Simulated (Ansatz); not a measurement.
Input file for Ansatz (an electronic-structure program):

Ansatz 0.2 input:
```yaml
crystal:
  lattice:
    - [5.9340595179, 0.0, 0.0]
    - [0.0, 5.9340595179, 0.0]
    - [0.0, 0.0, 5.9340595179]
  atoms:
    - { symbol: Cs, position: [0.0, 0.0, 0.0] }
    - { symbol: Pb, position: [0.5, 0.5, 0.5] }
    - { symbol: Br, position: [0.0, 0.5, 0.5] }
    - { symbol: Br, position: [0.5, 0.5, 0.0] }
    - { symbol: Br, position: [0.5, 0.0, 0.5] }
kpoints:
  mp_grid: { grid: [4, 4, 4] }
  band_path:
    path:
      - [[0.0, 0.0, 0.0], [0.0, 0.5, 0.0], [0.5, 0.5, 0.0], [0.0, 0.0, 0.0], [0.5, 0.5, 0.5], [0.0, 0.5, 0.0]]  # Γ-X-M-Γ-R-X
      - [[0.5, 0.5, 0.5], [0.5, 0.5, 0.0]]  # R-M
      - [VBM, CBM]
    npoints: 12
hamiltonian:
  xc: r2scan
  pseudopotentials: { kind: paw }
magnetization: { noncollinear: true, spin_orbit: true }
scf:
  n_extra_bands: 12
  convergence: { dr2_threshold: 0.0000000001 }
  occupations: { method: gaussian, width: 0.01 }
checkpoint: { write: soc.run }
output: { eigenvalues: true }
```

Output (shortened):

```
Pseudopotentials: kind: paw_fr
Pseudopotential: Cs, paw_fr, valence charge 9
Pseudopotential: Pb, paw_fr, valence charge 14
Pseudopotential: Br, paw_fr, valence charge 7
Functional definition: r2SCAN
non-collinear run that drives no moment, with spin-orbit …
Crystal: 5 atoms, lattice volume = 208.956 Å³
Basis set: ecut = 500 eV, 5377 PW (Γ), exchange–correlation on 180×180×180 points (64 copies of the dense FFT grid, shifted against one another)
Bands: 56, of which v1, the nominal top of the filled ones, is band 44 counted from 1 (43 counted from 0)
Symmetry: 48 space group operations + 48 with time reversal
k-points: 10 of 64
Projection manifold: j_resolved (fully-relativistic pseudo-atomic orbitals)
PAW frozen core: Cs, regenerated for the run's functional
PAW frozen core: Pb, regenerated for the run's functional
PAW frozen core: Br, regenerated for the run's functional
Initial density: superposition of atomic densities (chi_scale 0.1, normalization cell, long waves kept (reshape's long-wave potential 0.01 eV rms))
Initial wavefunctions: pseudopotential atomic-orbital guess
Eigensolver: davidson
Functional: x = r2scan, c = r2scan; τ floored in thin density (d = 2e-4 eV/Å³)
SCF iter   1: F=—  HF=-25936.818470 eV  |F-HF|=—  |Δ(HF+E_count)|=         —  Δρ=1.74e-2  dr2=1.85e0  dr2_τ=2.71e-3  dr2_m=0.00e0 (ungated)  ethr=3.10e-3  |M|=0.00e0 ∫|m|=0.00e0 μB  |m|>n=0.0e0 m-floor=0.0e0 τ_xc=0.0e0  β_m=0.30  ⟨swp⟩=10.1  Hψ=1610  notcnv=0  defer=4
all-band conjugate gradients solve this SCF's bands
preconditioner: auto → Resta (q_TF=auto, 2.104 Å⁻¹)
spin=Noncollinear: Resta preconditioning applied to the charge; magnetization (m_x, m_y, m_z) channels mix plain (no charge-response kernel on spin).
SCF iter   2: F=—  HF=-25936.473380 eV  |F-HF|=—  |Δ(HF+E_count)|=   3.45e-1  Δρ=1.26e-2  dr2=1.07e0  dr2_τ=1.15e-3  dr2_m=0.00e0 (ungated)  ethr=3.10e-3  |M|=0.00e0 ∫|m|=0.00e0 μB  |m|>n=0.0e0 m-floor=0.0e0 τ_xc=0.0e0  β_m=0.65  ⟨swp⟩=2.6  Hψ=371  notcnv=0  defer=60
SCF iter   3: F=—  HF=-25935.974383 eV  |F-HF|=—  |Δ(HF+E_count)|=   4.99e-1  Δρ=2.56e-3  dr2=1.79e-2  dr2_τ=1.51e-4  dr2_m=0.00e0 (ungated)  ethr=2.42e-3  |M|=0.00e0 ∫|m|=0.00e0 μB  |m|>n=0.0e0 m-floor=0.0e0 τ_xc=0.0e0  β_m=0.82  ⟨swp⟩=4.0  Hψ=706  notcnv=0  defer=70
SCF iter   4: F=—  HF=-25935.976386 eV  |F-HF|=—  |Δ(HF+E_count)|=   2.00e-3  Δρ=6.29e-4  dr2=1.05e-3  dr2_τ=1.28e-5  dr2_m=0.00e0 (ungated)  ethr=4.07e-5  |M|=0.00e0 ∫|m|=0.00e0 μB  |m|>n=0.0e0 m-floor=0.0e0 τ_xc=0.0e0  β_m=0.87  ⟨swp⟩=3.3  Hψ=552  notcnv=0  defer=68
SCF iter   5: F=—  HF=-25935.977403 eV  |F-HF|=—  |Δ(HF+E_count)|=   1.02e-3  Δρ=1.53e-4  dr2=5.48e-5  dr2_τ=1.27e-6  dr2_m=0.00e0 (ungated)  ethr=2.38e-6  |M|=0.00e0 ∫|m|=0.00e0 μB  |m|>n=0.0e0 m-floor=0.0e0 τ_xc=0.0e0  β_m=0.93  ⟨swp⟩=2.4  Hψ=496  notcnv=0  defer=68
SCF iter   6: F=—  HF=-25935.977505 eV  |F-HF|=—  |Δ(HF+E_count)|=   1.01e-4  Δρ=4.45e-5  dr2=2.69e-6  dr2_τ=1.03e-7  dr2_m=0.00e0 (ungated)  ethr=1.25e-7  |M|=0.00e0 ∫|m|=0.00e0 μB  |m|>n=0.0e0 m-floor=0.0e0 τ_xc=0.0e0  β_m=0.97  ⟨swp⟩=2.0  Hψ=477  notcnv=0  defer=68
SCF iter   7: F=—  HF=-25935.977462 eV  |F-HF|=—  |Δ(HF+E_count)|=   4.31e-5  Δρ=5.70e-6  dr2=7.01e-8  dr2_τ=2.77e-9  dr2_m=0.00e0 (ungated)  ethr=6.12e-9  |M|=0.00e0 ∫|m|=0.00e0 μB  |m|>n=0.0e0 m-floor=0.0e0 τ_xc=0.0e0  β_m=0.98  ⟨swp⟩=2.0  Hψ=486  notcnv=0  defer=68
SCF iter   8: F=—  HF=-25935.977462 eV  |F-HF|=—  |Δ(HF+E_count)|=   6.74e-8  Δρ=1.11e-6  dr2=2.07e-9  dr2_τ=4.21e-11  dr2_m=0.00e0 (ungated)  ethr=1.59e-10  |M|=0.00e0 ∫|m|=0.00e0 μB  |m|>n=0.0e0 m-floor=0.0e0 τ_xc=0.0e0  β_m=0.99  ⟨swp⟩=2.0  Hψ=465  notcnv=0  defer=68
SCF iter  10: F=-25935.977462 eV  HF=-25935.977462 eV  |F-HF|=2.18e-11  |Δ(HF+E_count)|=  3.64e-11  Δρ=6.97e-8  dr2=1.34e-11  dr2_τ=2.33e-13  dr2_m=0.00e0 (ungated)  ethr=1.00e-12  |M|=0.00e0 ∫|m|=0.00e0 μB  |m|>n=0.0e0 m-floor=0.0e0 τ_xc=0.0e0  ⟨swp⟩=15.1  Hψ=1472  notcnv=0
SCF 1 converged in 10 iterations: F = -25935.977462 eV  dr2 = 1.34e-11
NSCF: frozen V_eff on 20 k-points
NSCF: frozen V_eff on 20 k-points
NSCF: frozen V_eff on 10 k-points
NSCF: frozen V_eff on 3 k-points
NSCF: frozen V_eff on 3 k-points
NSCF: frozen V_eff on 3 k-points
NSCF: frozen V_eff on 3 k-points
NSCF: frozen V_eff on 3 k-points
NSCF: frozen V_eff on 87 k-points
SCF converged after 10 iterations
Magnetization: |M| = 0.0000 μB,  M = (+0.0000, +0.0000, +0.0000) μB
Absolute magnetization: 0.0000 μB (∫|m|)
  site 0: m = (+0.0000, +0.0000, +0.0000) μB, |m| = 0.0000 μB  (R = 1.73 Å)
  site 1: m = (+0.0000, +0.0000, +0.0000) μB, |m| = 0.0000 μB  (R = 1.22 Å)
  site 2: m = (+0.0000, +0.0000, +0.0000) μB, |m| = 0.0000 μB  (R = 1.22 Å)
  site 3: m = (+0.0000, +0.0000, +0.0000) μB, |m| = 0.0000 μB  (R = 1.22 Å)
  site 4: m = (+0.0000, +0.0000, +0.0000) μB, |m| = 0.0000 μB  (R = 1.22 Å)
Free energy (F): -25935.977462 eV
Harris-Foulkes:  -25935.977462 eV  (|F-HF|=2.18e-11)
Internal energy: -25935.977462 eV  (E = F + TS)
E sigma→0 (E₀):  -25935.977462 eV
Fermi energy:    3.570243 eV
--- Per-component energies (eV) ---
  E_band       = -277.015090
  E_kinetic    = 830.932519
  E_local      = -2698.422265  (includes V_loc(G=0)·N_el)
  E_nonlocal   = 590.322764
  E_hartree    = 991.671757
  E_xc         = -1124.204523
  E_vxc        = -628.495515  (∫ρ·V_xc dr)
  E_paw        = -22278.577685  (= ΣΔE_a)
  E_vpaw       = -389.882860  (= ΣTr[D̂ρ^β])
  E_aug_tail   = 0.000017  (compensation charges beyond the density's cutoff)
  E_vtau       = 35.186716  (kinetic-family band-sum trace: ∫τ·v_τ [+ j·A + Jᵃ·Aᵃ] dr)
  E_ewald      = -2248.210867
  E_core_change = 0.510822  (= ΣΔE_core)
  E_smearing   =  0.000000  (= −TS)
  E_closure    =  0.000000  (closes the sum)
  Σ components = -25935.977462   (vs F -25935.977462, Δ=0.00e0)
  [band-id]    e_kinetic+e_local+e_nonlocal+2·e_hartree+e_vxc+e_vpaw+e_augmentation_tail+e_vtau = -277.015111   (vs E_band -277.015090, Δ=-2.12e-5)
--- Band table (eV; the first three rows and the last of 10) ---
  k-point 0: bands = ["-18.8178", "-18.8178", "-15.5433", "-15.5433", "-15.5433", "-15.5433", "-13.0806", "-13.0806", "-13.0806", "-13.0806", "-12.9205", "-12.9205", "-12.0047", "-12.0047", "-11.2846", "-11.2846", "-11.2846", "-11.2846", "-6.3876", "-6.3876", "-4.7858", "-4.7858", "-4.7858", "-4.7858", "-3.7051", "-3.7051", "-1.2941", "-1.2941", "-1.0362", "-1.0362", "-1.0362", "-1.0362", "0.7913", "0.7913", "0.9414", "0.9414", "0.9414", "0.9414", "1.1613", "1.1613", "1.2839", "1.2839", "1.2839", "1.2839", "6.7661", "6.7661", "7.7928", "7.7928", "7.7928", "7.7928", "8.1310", "8.1310", "8.6103", "8.6103", "8.6103", "8.6103"]
  k-point 1: bands = ["-18.8173", "-18.8173", "-15.5434", "-15.5434", "-15.5374", "-15.5374", "-13.0806", "-13.0806", "-13.0464", "-13.0464", "-12.9209", "-12.9209", "-11.9379", "-11.9379", "-11.4172", "-11.4172", "-11.2837", "-11.2837", "-6.3842", "-6.3842", "-4.7795", "-4.7795", "-4.7789", "-4.7789", "-4.1625", "-4.1625", "-1.1658", "-1.1658", "-1.0002", "-1.0002", "-0.1797", "-0.1797", "0.7433", "0.7433", "0.9059", "0.9059", "0.9118", "0.9118", "1.0991", "1.0991", "1.2170", "1.2170", "1.2886", "1.2886", "7.1538", "7.1538", "7.3921", "7.3921", "8.1566", "8.1566", "8.2256", "8.2256", "8.8271", "8.8271", "8.8602", "8.8602"]
  k-point 2: bands = ["-18.8169", "-18.8169", "-15.5434", "-15.5434", "-15.5315", "-15.5315", "-13.0806", "-13.0806", "-13.0111", "-13.0111", "-12.9213", "-12.9213", "-11.7774", "-11.7774", "-11.6451", "-11.6451", "-11.2830", "-11.2830", "-6.3810", "-6.3810", "-4.7732", "-4.7732", "-4.7720", "-4.7720", "-4.4735", "-4.4735", "-1.1022", "-1.1022", "-0.9626", "-0.9626", "0.3572", "0.3572", "0.6778", "0.6778", "0.8786", "0.8786", "0.9678", "0.9678", "1.0252", "1.0252", "1.1559", "1.1559", "1.7723", "1.7723", "5.8066", "5.8066", "8.1436", "8.1436", "8.6088", "8.6088", "8.7336", "8.7336", "8.7791", "8.7791", "9.1687", "9.1687"]
  k-point 9: bands = ["-18.8154", "-18.8154", "-15.5255", "-15.5255", "-15.5255", "-15.5255", "-12.9581", "-12.9581", "-12.9581", "-12.9581", "-12.9229", "-12.9229", "-11.6527", "-11.6527", "-11.6369", "-11.6369", "-11.6369", "-11.6369", "-6.4077", "-6.4077", "-5.7086", "-5.7086", "-4.8218", "-4.8218", "-4.8218", "-4.8218", "0.2121", "0.2121", "0.2121", "0.2121", "0.4241", "0.4241", "0.9167", "0.9167", "0.9167", "0.9167", "1.2791", "1.2791", "1.5859", "1.5859", "1.5859", "1.5859", "3.1960", "3.1960", "3.9445", "3.9445", "5.6331", "5.6331", "5.6331", "5.6331", "8.3413", "8.3413", "8.8100", "8.8100", "9.0098", "9.0098"]
  band table: 56 of 56 bands, residual norms ≤ 1.0e-3 eV
```

Cost: around 9 core-minutes (rough) on shared cores.

Space group Pm-3m (cubic perovskite). This is a known high-temperature phase of the composition, computed here at zero pressure and temperature. The cell was relaxed with r²SCAN under the symmetry of its start; of distortions, only those at the zone centre were tested.

Potentials: the later of the program's two PAW sets.

Ansatz is a plane-wave DFT program.
